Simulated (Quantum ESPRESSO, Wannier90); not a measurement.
## Tight-binding from DFT: InSe (R3m)

Cell from Materials Project (mp-22691), symmetrised, no further relaxation. COD (Crystallography Open Database) has the formula in 2 space groups, this one among them (matched by group alone). Level: PBEsol, spinors with spin-orbit coupling; pw.x of Quantum ESPRESSO at 69 Ry with PseudoDojo potentials, 4×4×4 k-points, Wannier90. Density: 10×10×10 mesh, Gaussian smearing 0.01 Ry. The cell is built of weakly bound layers, chains or molecules, whose nearest atoms lie 4.03 Å apart. Database cells relaxed without dispersion often hold them too far apart, which can enlarge gaps and weakens couplings between them; spacing and stacking were not compared with the measured crystal.

On the energy scale of pw.x, whose zero is arbitrary, the valence-band maximum lies at 6.95 eV.

Isolated groups of bands, relative to the valence-band maximum (bands from 59 on overlap up to the last one computed):

```tsv
bands	from (eV)	to (eV)	filling	weight on atomic waves
1–8	-48.05	-48.00	filled	Se 3d 100 %
9–20	-47.17	-47.10	filled	Se 3d 100 %
21–28	-15.11	-14.91	filled	In 4d 97 %
29–40	-14.43	-13.90	filled	In 4d 96 %
41–44	-13.39	-11.94	filled	Se 4s 66 %, In 4d 15 %, In 5p 14 %
45–58	-6.37	0.00	filled	Se 4p 62 %, In 5p 20 %, In 5s 14 %
```

Input w.win:

```
num_bands = 52
num_wann = 32
exclude_bands = 1-40
spinors = true
num_iter = 400
conv_tol = 1.0e-6
conv_window = 4
dis_num_iter = 600
dis_conv_tol = 1.0e-6
dis_froz_max = 1.81
write_hr = true
write_u_matrices = true
begin projections
f=0.11460,0.09947,-0.33402: s;p
f=0.01282,-0.00346,-0.00246: s;p
f=-0.39201,-0.36925,0.13876: s;p
f=-0.16083,-0.18243,-0.47604: s;p
end projections
begin unit_cell_cart
ang
   -2.0233451426    3.5045365883    0.0000000000
   -4.0466902853    0.0000000000    0.0000000000
   -2.0233451426    1.1681788628    8.6085230000
end unit_cell_cart
begin atoms_frac
In   0.1103500000  0.1103500000 -0.3310500000
In   0.0018300000  0.0018300000 -0.0054900000
Se  -0.3802870000 -0.3802870000  0.1408610000
Se  -0.1741930000 -0.1741930000 -0.4774210000
end atoms_frac
mp_grid = 4 4 4
begin kpoints
0.0000000000 0.0000000000 0.0000000000
0.0000000000 0.0000000000 0.2500000000
0.0000000000 0.0000000000 0.5000000000
... (61 more lines: the 4x4x4 mesh through Gamma)
end kpoints
```

The run ends without an error message, but its bands miss those of pw.x by 144 meV rms and 0.74 eV at worst (states up to 1.3 eV relative to the valence-band maximum).

Problem. What is the mistake?

Solution. Window typed relative to the reference level, not as an absolute energy. With that mended (32 functions from bands 41-92 of the 92 computed, start hydrogen-like In: s;p; Se: s;p, centres 0.05 Å off the atoms, frozen window up to 1.80 eV relative to the valence-band maximum, outer window open) the misfit is 30 meV rms.
